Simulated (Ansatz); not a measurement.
**Bands of GaReSi**

```
CELL_PARAMETERS angstrom
3.19420 0.00000 0.00000
0.00000 3.19420 0.00000
0.00000 0.00000 8.05400
ATOMIC_POSITIONS crystal
Ga 0.50000 0.00000 0.91460
Ga 0.00000 0.50000 0.08540
Si 0.00000 0.50000 0.41520
Si 0.50000 0.00000 0.58480
Re 0.00000 0.50000 0.73063
Re 0.50000 0.00000 0.26937
```

Atoms are numbered in the order listed.

The cell is COD entry 4345680, as deposited and not checked against the literature; nothing was relaxed.

Spin–orbit coupling is left out, though it moves levels of the heavy atoms by tenths of an eV or more.

All numbers below come from Ansatz 0.2.0, DFT, PBE, all-electron LAPW, scalar-relativistic.

Sampling and basis: a Γ-centred 9×9×4 k mesh, Fermi–Dirac smearing of 0.05 eV, basis error target 1 meV/atom, no spin polarisation.

Points in fractions of the reciprocal vectors of this cell: Γ (0, 0, 0), X (0, 0.5, 0), M (0.5, 0.5, 0), Z (0, 0, 0.5), R (0, 0.5, 0.5), A (0.5, 0.5, 0.5). The path joins them by straight lines in the order Γ–X–M–Γ–Z–R–A–Z–X; legs that retrace an earlier one aren't tabulated. Energies are in eV from the top of the valence band.

Q: Is there a gap?

A: 0.15 eV (so small a gap may close at points that the mesh and path miss).

Q: List the levels between -8 and 6 eV at the symmetry points.

A: 
Γ: -6.34, -3.96, -3.62, -3.32, -2.77 (×2), -2.16, -0.93 (×2), -0.10, 0.00, 0.84 (×2), 3.32, 3.99, 4.34 (×2), 4.50, 5.95
X: -7.91 (×2), -6.32 (×2), -3.51 (×2), -2.75 (×2), -2.41 (×2), -0.87 (×2), 1.53 (×2), 2.93 (×2), 4.66 (×2), 5.08 (×2)
M: -6.77 (×2), -4.86 (×2), -4.56 (×2), -3.31 (×2), -3.30 (×2), -0.93 (×2), 1.80 (×2), 2.32 (×2), 3.53 (×2), 4.08 (×2), 4.76 (×2), 5.30 (×2)
Z: -7.96, -3.94, -3.64, -2.63 (×2), -2.53, -2.01, -1.43 (×2), -0.10, 0.00, 1.73, 2.31 (×2), 2.56 (×2), 3.97, 4.72
R: -5.40 (×2), -4.00 (×2), -2.88 (×2), -2.77 (×2), -0.79 (×2), 1.69 (×2), 3.62 (×2), 4.62 (×2), 5.34 (×2), 5.95 (×2)
A: -6.70 (×2), -5.47 (×2), -4.96 (×2), -2.46 (×2), -1.76 (×2), -1.57 (×2), 0.51 (×2), 1.80 (×2), 3.23 (×2), 4.09 (×2), 4.71 (×2), 5.96 (×2)

Kohn–Sham gaps of semilocal functionals usually fall short of measured ones.
